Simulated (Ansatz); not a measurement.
Data:

Bi2HSe3:
```xyz
6
Lattice="2.2482 1.2980 9.1601 -2.2482 1.2980 9.1601 0.0000 -2.5960 9.1601" Properties=species:S:1:pos:R:3 pbc="T T T"
Se     0.0000     0.0000    27.3281
Bi     0.0000     0.0000    16.6964
Bi     0.0000     0.0000    10.9105
Se     0.0000     0.0000     6.1011
Se     0.0000     0.0000    21.3315
H      0.0000     0.0000     4.6257
```

This is the r²SCAN+D4-relaxed structure.

Q: All from r²SCAN+D4 (plane waves, PAW; program Ansatz), unless another level is named. Give the electronic character.

A: metallic (no gap).

Q: Predict the density of states at the Fermi level.

A: 0.37 states/eV per atom (mean over ±0.08 eV).

Q: And the formation energy from the elements (no fitted shifts)?

A: -0.15 eV/atom.

Space group R3m. The start of the workflow was typed in or built on a structure type; neither database checked (COD, Materials Project) lists it. Its standing as an ambient phase is unchecked. The cell was relaxed with r²SCAN+D4 under the symmetry of its start; whether a distortion lowers the energy is not shown. With an odd number of electrons in the cell and no spin polarisation, the count alone makes it a metal. The references are the lowest solids computed at this level, not always the standard phases (solids in place of the gases). Scalar-relativistic: spin–orbit coupling is off unless named, which matters more the heavier the elements.

Potentials: the later of the program's two PAW sets.
